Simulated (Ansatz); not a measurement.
TiO2 (anatase)

```cif
data_O8Ti4
_chemical_formula_sum 'Ti4 O8'
_space_group_name_H-M_alt 'I41/amd :1'
_space_group_IT_number 141
_space_group_name_Hall 'I 4bw 2bw -1bw'
_cell_length_a 3.79880
_cell_length_b 3.79880
_cell_length_c 9.70081
_cell_angle_alpha 90.000
_cell_angle_beta 90.000
_cell_angle_gamma 90.000
loop_
_atom_site_label
_atom_site_type_symbol
_atom_site_symmetry_multiplicity
_atom_site_Wyckoff_symbol
_atom_site_fract_x
_atom_site_fract_y
_atom_site_fract_z
_atom_site_occupancy
Ti1 Ti 4 b 0.00000 0.00000 0.50000 1
O1 O 8 e 0.00000 0.00000 0.29355 1
```
(The calculation used a cell of 6 atoms; values per cell refer to that cell.)

E(V) scan at fixed shape, V₀ the volume above. The atoms relax within the cell's symmetry.

These are PBE (plane waves to 420 eV, PAW, scalar-relativistic; Ansatz, a program for electronic structure) values and carry that method's errors. k mesh 12×12×12 (Γ-centred), Fermi-Dirac smearing 0.05 eV. E stands for the smeared free energy. Compression counts positive. With the shape held, the modulus is that of even scaling; a crystal free to change shape is softer. TiO2 is run without spin polarisation. TiO2 was relaxed with its symmetry unable to fall. The zero of ΔE is the relaxed starting cell.

The scan covers V/V₀ from 0.900 to 1.100 in 11 points.

Question: What is the fitted pressure derivative B₀′?

Answer: 4.5.

Question: What bulk modulus at fixed cell shape B₀ follows from a third-order Birch-Murnaghan fit?

Answer: 188 GPa.

(Under strain, the slope of the energy per volume gives the stress and its curvature an elastic modulus.)
